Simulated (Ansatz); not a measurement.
Band structure of ReP2

```xyz
3
Lattice="0.0000 2.8728 2.8728 2.8728 0.0000 2.8728 2.8728 2.8728 0.0000" Properties=species:S:1:pos:R:3 pbc="T T T"
Re    0.0000    0.0000    0.0000
P     1.4364    1.4364    1.4364
P     4.3092    4.3092    4.3092
```

Atom numbers follow the list: Re1, P2, P3.

The conventional cell has a = 5.746 Å, b = 5.746 Å, c = 5.746 Å, α = 90.00°, β = 90.00°, γ = 90.00°. Around Re (atom 1) lie 8 P at 2.49 Å. P (atom 2) has 4 Re at 2.49 Å as nearest neighbours.

The structure comes from a relaxation in the same program, started in the fluorite type, and has space group Fm-3m. Whether it is a known phase or the ground state wasn't checked.

Spin polarisation is left out, and whether a magnetic state lies lower isn't shown here.

No spin–orbit coupling, which matters for the heavy atoms here.

Computed with Ansatz 0.2.0, DFT, PBE, all-electron LAPW, scalar-relativistic.

Settings: a Γ-centred 11×11×11 k mesh, Fermi–Dirac smearing of 0.03 eV, basis error target 0.5 meV/atom, no spin polarisation.

Points in fractions of the reciprocal vectors of this cell: Γ (0, 0, 0), X (0.5, 0, 0.5), U (0.625, 0.25, 0.625), K (0.375, 0.375, 0.75), L (0.5, 0.5, 0.5), W (0.5, 0.25, 0.75). The path joins them by straight lines in the order Γ–X–U–K–Γ–L–W–X; legs that retrace an earlier one aren't tabulated. Energies are in eV from the Fermi level.

(1) Metal or insulator at this level of theory?

(2) Tabulate bands 29 to 35, counted from the lowest band of the run, along the path.

Answers

(1) No gap opens: metallic or semimetallic.

(2) 
```tsv
k (1/Å)	point	band 29	band 30	band 31	band 32	band 33	band 34	band 35
0.00	Γ	-5.85	-1.54	-1.54	1.64	1.64	1.64	4.36
0.16		-4.96	-1.87	-1.49	1.51	1.59	1.59	3.82
0.31		-3.68	-2.73	-1.34	1.01	1.24	1.24	3.40
0.47		-3.86	-2.28	-1.11	0.21	0.46	0.46	3.61
0.62		-5.11	-0.83	-0.79	-0.58	-0.45	-0.45	4.18
0.78		-4.92	-1.30	-1.30	-1.20	-0.54	0.73	4.89
0.94		-4.59	-1.95	-1.95	-1.58	-0.31	2.19	4.68
1.09	X	-4.44	-2.22	-2.22	-1.71	-0.23	3.16	4.03
1.15		-4.43	-2.24	-2.22	-1.66	-0.22	3.15	4.01
1.20		-4.42	-2.29	-2.19	-1.52	-0.20	3.15	3.94
1.26		-4.41	-2.37	-2.16	-1.33	-0.17	3.14	3.82
1.31		-4.39	-2.47	-2.11	-1.11	-0.13	3.13	3.64
1.37		-4.36	-2.61	-2.04	-0.89	-0.07	3.12	3.40
1.42		-4.33	-2.76	-1.96	-0.69	0.00	3.11	3.11
1.48	U	-4.28	-2.93	-1.86	-0.54	0.08	2.78	3.10
1.58		-4.12	-3.00	-1.85	-0.49	0.15	2.53	3.21
1.67		-3.85	-3.04	-1.89	-0.46	0.25	2.30	3.38
1.77		-3.66	-3.06	-1.94	-0.45	0.32	2.17	3.50
1.86		-3.66	-3.06	-1.94	-0.45	0.32	2.17	3.50
1.96		-3.85	-3.04	-1.89	-0.46	0.25	2.30	3.38
2.05		-4.12	-3.00	-1.85	-0.49	0.15	2.53	3.21
2.15	K	-4.28	-2.93	-1.86	-0.54	0.08	2.78	3.10
2.32		-4.10	-3.52	-1.47	-0.44	0.39	1.65	3.06
2.48		-4.14	-3.82	-0.93	-0.73	0.40	0.78	2.93
2.65		-3.42	-3.30	-1.03	-0.92	-0.26	1.21	2.76
2.81		-2.92	-2.27	-2.19	-0.86	0.51	1.61	2.68
2.98		-3.62	-2.34	-1.75	0.23	1.23	1.84	2.86
3.14		-4.91	-1.79	-1.59	1.30	1.59	1.78	3.56
3.31	Γ	-5.85	-1.54	-1.54	1.64	1.64	1.64	4.36
3.45		-5.14	-1.64	-1.64	1.37	1.70	1.70	3.63
3.58		-4.14	-1.88	-1.88	0.57	1.67	1.67	2.81
3.72		-3.14	-2.12	-2.12	-0.55	1.32	1.32	2.36
3.85		-2.27	-2.26	-2.26	-1.63	0.72	0.72	2.25
3.99		-2.59	-2.24	-2.24	-1.59	0.03	0.03	2.51
4.12		-3.17	-2.05	-2.05	-1.28	-0.59	-0.59	2.99
4.26	L	-3.37	-1.88	-1.88	-1.19	-0.91	-0.91	3.26
4.37		-3.64	-2.02	-1.83	-1.05	-0.75	-0.72	3.33
4.48		-4.15	-2.31	-1.79	-0.69	-0.45	-0.28	3.51
4.59		-4.33	-2.59	-1.78	-0.29	-0.25	0.35	3.71
4.70		-4.09	-2.84	-1.81	-0.24	0.03	1.12	3.70
4.81		-3.73	-3.03	-1.91	-0.40	0.28	1.95	3.55
4.92		-3.37	-3.14	-2.08	-0.57	0.43	2.75	3.44
5.03	W	-3.18	-3.18	-2.19	-0.64	0.48	3.41	3.41
5.11		-3.44	-2.94	-2.20	-0.66	0.42	3.27	3.47
5.19		-3.70	-2.72	-2.20	-0.73	0.26	3.19	3.53
5.26		-3.93	-2.54	-2.21	-0.87	0.07	3.15	3.63
5.34		-4.14	-2.40	-2.21	-1.10	-0.08	3.14	3.76
5.42		-4.30	-2.30	-2.22	-1.38	-0.17	3.15	3.88
5.50		-4.40	-2.24	-2.22	-1.61	-0.22	3.15	3.99
5.58	X	-4.44	-2.22	-2.22	-1.71	-0.23	3.16	4.03
```
